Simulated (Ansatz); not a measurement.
An elastic tensor (GPa, Voigt order, standard axes) from DFT-r²SCAN in the program Ansatz with PAW potentials:

|  | 1 | 2 | 3 | 4 | 5 | 6 |
|---|---|---|---|---|---|---|
| 1 | 183 | 48.8 | 48.8 | 0.0 | 0.0 | 0.0 |
| 2 | 48.8 | 183 | 48.8 | 0.0 | 0.0 | 0.0 |
| 3 | 48.8 | 48.8 | 183 | 0.0 | 0.0 | 0.0 |
| 4 | 0.0 | 0.0 | 0.0 | 55.4 | 0.0 | 0.0 |
| 5 | 0.0 | 0.0 | 0.0 | 0.0 | 55.4 | 0.0 |
| 6 | 0.0 | 0.0 | 0.0 | 0.0 | 0.0 | 55.4 |

Q: Which of these materials gives this?
(A) BaTiO3, cubic perovskite
(B) GaSb, rock salt
(C) SrO, rock salt
(D) HfO2, fluorite

A: C, SrO, rock salt

Space group Fm-3m (rock salt). The r²SCAN relaxation kept the symmetry of its start; phonons on a q-mesh show no instability.

Potentials: the earlier of the program's two PAW sets.
